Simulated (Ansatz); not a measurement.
Cu:
```
Cu
1.0
    0.00000     1.78907     1.78907
    1.78907     0.00000     1.78907
    1.78907     1.78907     0.00000
Cu
1
Cartesian
  0.00000   0.00000   0.00000
```

Relaxed with r²SCAN. Special points in fractions of this cell's reciprocal vectors: Γ (0.000, 0.000, 0.000); X (0.500, 0.000, 0.500); U (0.625, 0.250, 0.625); K (0.375, 0.375, 0.750); L (0.500, 0.500, 0.500); W (0.500, 0.250, 0.750).

Problem. List the band energies nearest the Fermi level at these points for plane-wave PAW r²SCAN (Ansatz code).

Solution. In eV from the Fermi level; about four levels below and three above (degenerate sets whole), none deeper than 8.9 eV; … stands for higher levels left out; points with the same levels are listed once.

```tsv
k	below	above
Γ	-3.18 -3.18 -3.18 -2.32 -2.32	…
X	-4.71 -1.73 -1.53 -1.53	1.55 …
U	-4.34 -2.93 -2.18 -1.74	4.60 …
L	-3.23 -3.23 -1.69 -1.69 -1.15	…
W	-3.76 -3.76 -2.36 -1.53	…
```

Space group Fm-3m (fcc (Cu type)). The r²SCAN relaxation kept the symmetry of its start. No spin polarisation was allowed.

Potentials: the earlier of the program's two PAW sets.
